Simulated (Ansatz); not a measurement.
IrW (L1₀ or tetragonal B2, space group No. 123) under volume change, PBEsol (plane waves, PAW; program Ansatz), shape and atoms relaxed at each volume.

| V (Å³/atom) | E − E(relaxed) (meV/atom) | P (GPa) |
|---|---|---|
| 13.391 | 161.0 | 42.49 |
| 13.832 | 67.4 | 25.90 |
| 14.274 | 15.9 | 11.87 |
| 14.715 | 0.0 | 0.00 |
| 15.157 | … | … |
| 15.598 | 54.0 | -18.54 |
| 16.040 | … | … |

Question: Complete the blanks.

Answer: 
- 16.040, E − E(relaxed) (meV/atom): 115.2
- 16.040, P (GPa): -25.70
- 15.157, E − E(relaxed) (meV/atom): 14.2
- 15.157, P (GPa): -10.05

Question: What does a third-order Birch–Murnaghan fit give for V₀, B₀ and B′?

Answer: V₀ = 14.72 Å³/atom, B₀ = 363 GPa, B′ = 4.6.

Space group P4/mmm (L1₀ or tetragonal B2). The start of the workflow was typed in or built on a structure type; neither database checked (COD, Materials Project) lists it. COD files the formula under space group No. 51. Its standing as an ambient phase is unchecked. Symmetry was held in the PBEsol relaxation; whether a distortion lowers the energy is not shown. No spin polarisation was allowed. Scalar-relativistic: spin–orbit coupling is off unless named, which matters more the heavier the elements.

Potentials: the earlier of the program's two PAW sets. The files were generated under PBE; for other functionals the program regenerates the frozen cores, and for LDA and PBEsol the local potential too.
